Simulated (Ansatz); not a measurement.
KMgF3:
```yaml
crystal:
  lattice:
    - [3.99125, 0.00000, 0.00000]
    - [0.00000, 3.99125, 0.00000]
    - [0.00000, 0.00000, 3.99125]
  atoms:
    - { symbol: K, position: [0.50000, 0.50000, 0.50000] }
    - { symbol: Mg, position: [0.00000, 0.00000, 0.00000] }
    - { symbol: F, position: [0.00000, 0.50000, 0.00000] }
    - { symbol: F, position: [0.50000, 0.00000, 0.00000] }
    - { symbol: F, position: [0.00000, 0.00000, 0.50000] }
```

Relaxed with PBEsol.

Task: Give the optical modes at the zone centre with their infrared activity from DFPT, the program Ansatz at the PBEsol level (PAW).

Result: Transverse frequencies, without the LO–TO term; a row sums one degenerate level.

```
ω (cm⁻¹)  degeneracy  IR ((D/Å)²/amu)     activity  symmetry
--------  ----------  ---------------  -----------  --------
142                3             5.50           IR       T1u
181                3             0.00  IR-inactive       T2u
281                3             9.12           IR       T1u
462                3            11.93           IR       T1u
```

Task: How high does the top mode go among those that the LO–TO term moves?

Result: 552 cm⁻¹ for q along x.

Space group Pm-3m (cubic perovskite). Symmetry was held in the PBEsol relaxation; phonons on a q-mesh show no instability.

Potentials: the later of the program's two PAW sets.
